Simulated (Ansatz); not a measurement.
Geometry optimisation in Ansatz: input, command and trajectory.

```yaml
crystal:
  lattice:
    - [-1.9634328263, 1.9634328263, 4.2829219494]
    - [1.9634328263, -1.9634328263, 4.2829219494]
    - [1.9634328263, 1.9634328263, -4.2829219494]
  atoms:
    - { symbol: Sc, position: [0.0, 0.0, 0.0] }
    - { symbol: Al, position: [0.75, 0.25, 0.5] }
    - { symbol: Al, position: [0.25, 0.75, 0.5] }
    - { symbol: Al, position: [0.5, 0.5, 0.0] }
basis:
  ecutwfc: 500
kpoints:
  mp_grid: { grid: [14, 14, 14] }
hamiltonian:
  xc: r2scan
scf:
  occupations: { method: gaussian, width: 0.1 }
output:
  forces: true
  stress: true
  eigenvalues: true
relax:
  adjacent_minimum: "off"
  f_tol: 0.01
  max_steps: 30
  cell: { stress_tol: 0.1, fix: [volume] }
```

```bash
ansatz run input.yaml --threads 1 --pin off --max-ram 2560MiB --backend cpu --events-out ev --progress --plain --runs-dir out
```

Level of theory: DFT r2SCAN, scalar-relativistic, plane waves, PAW (Ansatz).

The volume is held at 0.94 times that of the relaxed cell.

Of 3 frames 3 are shown, positions in Å and forces in eV/Å; the SCF threshold varies from step to step. Steps run on the plane waves of an earlier cell, with a Pulay correction in the pressure. The basis is chosen afresh for the last frame, the zero of the energies, and at times for earlier ones too; energy and pressure step there, also at an unchanged geometry.

```xyz
4
Lattice="-1.9634 1.9634 4.2829 1.9634 -1.9634 4.2829 1.9634 1.9634 -4.2829" Properties=species:S:1:pos:R:3:forces:R:3 pbc="T T T" step=1 free_energy_over_end_meV_per_atom=0.01 pressure_GPa=6.27
Sc    0.0000    0.0000    0.0000    0.0000    0.0000    0.0000
Al    0.0000    1.9634    2.1415    0.0000    0.0000    0.0000
Al    1.9634    0.0000    2.1415    0.0000    0.0000    0.0000
Al    0.0000    0.0000    4.2829    0.0000    0.0000    0.0000
4
Lattice="-1.9651 1.9651 4.2757 1.9651 -1.9651 4.2757 1.9651 1.9651 -4.2757" Properties=species:S:1:pos:R:3:forces:R:3 pbc="T T T" step=2 free_energy_over_end_meV_per_atom=0.00 pressure_GPa=6.26
Sc    0.0000    0.0000    0.0000    0.0000    0.0000    0.0000
Al    0.0000    1.9651    2.1379    0.0000    0.0000    0.0000
Al    1.9651    0.0000    2.1379    0.0000    0.0000    0.0000
Al    0.0000    0.0000    4.2757    0.0000    0.0000    0.0000
4
Lattice="-1.9651 1.9651 4.2757 1.9651 -1.9651 4.2757 1.9651 1.9651 -4.2757" Properties=species:S:1:pos:R:3:forces:R:3 pbc="T T T" step=3 free_energy_over_end_meV_per_atom=0.00 pressure_GPa=6.26
Sc    0.0000    0.0000    0.0000    0.0000    0.0000    0.0000
Al    0.0000    1.9651    2.1379    0.0000    0.0000    0.0000
Al    1.9651    0.0000    2.1379    0.0000    0.0000    0.0000
Al    0.0000    0.0000    4.2757    0.0000    0.0000    0.0000
```

Time: 2.2 min on 1 thread of AMD EPYC 7R43 64-Core Processor (Zen 3), on a shared host, peak memory 0.9 GiB.